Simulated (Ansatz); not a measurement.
## CsGa3Se2O6F6: Quadrupolar parameters

The cell is a diffraction structure from the COD whose atoms were relaxed with PBE, the cell held.

Space group P6_3mc (No. 186); a = 7.1876, c = 11.8681 Å, γ = 120.00°.

| site | Wyckoff | site symmetry | x | y | z |
| --- | --- | --- | --- | --- | --- |
| Cs | 2b | 3m. | 0.6667 | 0.3333 | 0.0763 |
| Ga | 6c | .m. | 0.6672 | 0.8336 | 0.2702 |
| Se9 | 2a | 3m. | 0.0000 | 0.0000 | 0.4857 |
| Se11 | 2b | 3m. | 0.3333 | 0.6667 | 0.0523 |
| O13 | 6c | .m. | 0.7488 | 0.8744 | 0.4246 |
| O19 | 6c | .m. | 0.5842 | 0.7921 | 0.1130 |
| F25 | 6c | .m. | 0.8705 | 0.7411 | 0.2285 |
| F31 | 6c | .m. | 0.4630 | 0.9260 | 0.3081 |

One atom of each set is listed.

Computed with Ansatz: DFT, r2SCAN, plane waves and PAW, scalar-relativistic, 500 eV cutoff, Γ-centred 4×4×2 k-points, Fermi–Dirac smearing 0.02 eV.

V_zz is the principal component of the electric field gradient with the largest magnitude, η = (V_xx − V_yy)/V_zz and C_Q = eQV_zz/h.

¹³³Cs: I = 7/2, Q = -3.430 mb; ⁶⁹Ga: I = 3/2, Q = 171.0 mb; O-17: I = 5/2, Q = -25.58 mb. Quadrupole moments are those of Pyykkö's year-2017 table.

```csv
site,atoms,first shell,V_zz (10²¹ V/m²),η,C_Q (MHz)
Cs,2,"9 F at 3.12–3.74 Å, 9 O at 3.15–3.66 Å",1.21,0.00,-0.100
Ga,6,"2 O at 1.90–1.94 Å, 4 F at 1.94–1.95 Å",-7.22,0.12,-29.9
Se9,2,3 O at 1.72 Å,-39.9,0.00,–
Se11,2,3 O at 1.72 Å,-39.0,0.00,–
O13,6,"1 Se at 1.72 Å, 1 Ga at 1.90 Å, angle 130°; also 1 Cs at 3.15 Å",14.74,0.43,-9.12
O19,6,"1 Se at 1.72 Å, 1 Ga at 1.94 Å, angle 130°",14.63,0.32,-9.05
F25,6,"2 Ga at 1.95 Å, angle 134°; also 1 Cs at 3.12 Å, 1 Se at 3.30 Å",11.39,0.48,–
F31,6,"2 Ga at 1.94 Å, angle 136°",11.53,0.35,–
```

An axis of threefold or higher order runs through Cs, Se9 and Se11, so V_zz lies along it and η is zero. At O13 and O19 V_zz points along the shorter of its two bonds, to Se (within 8°) in each case. At F25 and F31 V_zz runs parallel to the line that joins its two neighbours (within 1°) in each case.

Se, F have no stable isotope with a ground-state quadrupole moment in the table, so no C_Q is given.

The largest force is 0.6 eV/Å, so the atoms aren't at the calculated equilibrium and relaxing them would move these values. Without spin–orbit coupling (the program notes it for Cs) the gradients are little affected as a rule: paired runs on crystals with a gap mostly move them by under 2 % at such atoms.
